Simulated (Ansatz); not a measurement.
The relaxed structure here is a generated cell of TiNi: the first start was made by a random draw of sites in a space group, and the end was not matched to a known phase here, so it may be hypothetical. Known forms of TiNi include space group No. 221.

The end point of a relaxation of TiNi. Space group Ama2 (No. 40). The numbers are results of PBE (plane waves to 420 eV, PAW, scalar-relativistic; Ansatz, an electronic-structure program), not measurements.

```cif
data_Ni4Ti4
_chemical_formula_sum 'Ni4 Ti4'
_space_group_name_H-M_alt 'P 1'
_space_group_IT_number 1
_cell_length_a 4.87476
_cell_length_b 5.35342
_cell_length_c 5.35342
_cell_angle_alpha 127.315
_cell_angle_beta 90.000
_cell_angle_gamma 90.000
loop_
_space_group_symop_operation_xyz
  'x, y, z'
loop_
_atom_site_label
_atom_site_type_symbol
_atom_site_fract_x
_atom_site_fract_y
_atom_site_fract_z
_atom_site_occupancy
Ni1 Ni 0.00000 0.94223 0.94223 1
Ni2 Ni 0.50000 0.94223 0.94223 1
Ni3 Ni 0.75000 0.99446 0.35354 1
Ni4 Ni 0.25000 0.35354 0.99446 1
Ti1 Ti 0.75000 0.54534 0.42630 1
Ti2 Ti 0.25000 0.42630 0.54534 1
Ti3 Ti 0.75000 0.41315 0.86767 1
Ti4 Ti 0.25000 0.86767 0.41315 1
```

Q: What is the computed magnetic moment (PBE)?

A: Zero (the starting moments vanished).

No spin polarisation in the result: the starting moments vanished. A magnetic state may lie lower.

The run could not lose the symmetry of its start: the end is stationary, and may be a saddle point rather than a minimum.
